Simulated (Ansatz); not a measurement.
LaWN3:
```xyz
10
Lattice="0.0000 3.9093 -4.0945 0.0000 3.9093 4.0945 3.9688 0.0000 0.0000" Properties=species:S:1:pos:R:3 pbc="T T T"
La     1.9844     3.9093     0.9070
La     1.9844     3.9093    -3.3178
W      0.0000     5.8200    -1.2603
W      0.0000     1.9986    -1.2603
N      0.0000     3.9093    -1.8454
N      0.0000     3.9093     2.8546
N      0.0000     2.2471     0.5576
N      0.0000     5.5714     0.5576
N      1.9844     5.8346    -1.5305
N      1.9844     1.9840    -1.5305
```

Relaxed with PBEsol. Special points in fractions of this cell's reciprocal vectors: Γ (0.000, 0.000, 0.000); Y (-0.500, 0.500, 0.000); C0 (-0.478, 0.522, 0.000); Σ0 (0.478, 0.478, 0.000); Z (0.000, 0.000, 0.500); A0 (0.478, 0.478, 0.500); E0 (-0.478, 0.522, 0.500); T (-0.500, 0.500, 0.500); S (0.000, 0.500, 0.000); R (0.000, 0.500, 0.500).

Problem. List the band energies nearest the Fermi level at these points for the program Ansatz at the PBEsol with spin–orbit coupling level (PAW).

Solution. In eV from the Fermi level; about four levels below and three above (degenerate sets whole), none deeper than 8.9 eV; points with the same levels are listed once.

```
k                     below                above
--  -----------------------  -------------------
Γ   -0.62 -0.62 -0.57 -0.57  1.60 1.60 1.97 1.97
Y   -0.41 -0.41 -0.20 -0.20  1.66 1.66 2.75 2.75
C0  -0.36 -0.36 -0.18 -0.17       1.66 1.66 2.73
Z   -0.28 -0.28 -0.17 -0.17  0.08 0.08 2.00 2.00
A0  -0.16 -0.16 -0.01 -0.01       2.68 2.79 2.93
T     -0.16 -0.16 0.00 0.00  2.76 2.76 2.93 2.93
S   -0.81 -0.81 -0.58 -0.58  1.41 1.41 1.66 1.66
R   -0.76 -0.76 -0.63 -0.63  2.29 2.29 2.74 2.74
```

Space group Amm2. The first step of the workflow began from a Materials Project structure, measured or hypothetical; the Crystallography Open Database copy checked does not list it. Its standing as an ambient phase is unchecked. Symmetry was held in the PBEsol relaxation. At this level the phase is dynamically unstable (imaginary phonons). The run is not spin-polarised.

Potentials: the later of the program's two PAW sets.
